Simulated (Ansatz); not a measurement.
AlN:
```xyz
2
Lattice="0.0000 2.2016 2.2016 2.2016 0.0000 2.2016 2.2016 2.2016 0.0000" Properties=species:S:1:pos:R:3 pbc="T T T"
N      3.3024     3.3024     3.3024
Al     0.0000     0.0000     0.0000
```

Relaxed with PBE.

Problem. Give the optical modes at the zone centre with their infrared and Raman activity from DFPT, PBE in the plane-wave PAW code Ansatz.

Solution. Transverse frequencies, without the LO–TO term; a row sums one degenerate level.

```tsv
ω (cm⁻¹)	degeneracy	IR ((D/Å)²/amu)	Raman (Å⁴/amu)	activity	symmetry
635	3	48.79	20	IR+Raman	T2
```

Problem. How high does the top mode go among those that the LO–TO term moves?

Solution. 868 cm⁻¹ for q along x.

Space group F-43m (zinc blende). The PBE relaxation kept the symmetry of its start; phonons on a q-mesh show no instability.

Potentials: the later of the program's two PAW sets.
